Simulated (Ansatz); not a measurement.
**VBiO$_{4}$, a database entry at a rescaled volume**

```xyz
12
Lattice="-2.6200 2.5374 5.8424 2.6200 -2.5374 5.8424 2.5851 2.5374 -5.8424" Properties=species:S:1:pos:R:3 pbc="T T T"
Bi   -0.0087    1.2687    7.4350
Bi    2.5938    1.2687   -1.5926
V    -0.0087    1.2687    1.6242
V     2.5938    1.2687    4.2182
O     0.7702    2.5871    2.4573
O     1.7974    2.4876   -3.3851
O     1.8148   -0.0497    3.3851
O     0.7877    0.0497    9.2275
O     1.3541    1.9314    5.2359
O     1.2135    3.1433   -0.6064
O     1.2310    0.6059    0.6064
O     1.3715   -0.6059    6.4488
```

Method: r2SCAN, with U_eff = 3.34 eV on V d (atomic projectors), no spin polarisation; PAW, plane waves to 500 eV, 5×5×5 Γ-centred mesh, fermi-dirac occupations (width 0.1 eV) (Ansatz 0.2.0), atoms fixed.

Problem. Metal or insulator? Give the gap.

Solution. The gap is 2.45 eV, indirect (the least direct gap found is 2.48 eV). A semilocal functional usually gives too small a gap.

Problem. Where is the largest force?

Solution. The largest is on V3 (and as large on other atoms): 3.66 eV/Å, components (0.00, 0.00, -3.66). It makes 54° with the line to a nearest neighbour, O12 at 1.74 Å.

Problem. How is the charge shared?

Solution. Bader charges in e: V +2.28, Bi +2.13, O -1.16 to -1.04. In the mean V gives up most and O takes most.

Problem. What do density and ELF say about some of the short contacts?

Solution. V–O at 1.74 Å: least valence density 1.31 e/Å³ and ELF 0.37 there. Bi–O at 2.31 Å: least valence density 0.45 e/Å³ and ELF 0.20 there. Both are smooth PAW fields, read partly inside the augmentation spheres.

Origin: a database entry at a rescaled volume. Caveats: no spin polarisation, so a magnetic state may lie lower; no spin-orbit coupling, which can shift this gap by tenths of an eV; forces this large suggest misplaced atoms in the database entry; atoms or cell far from equilibrium.
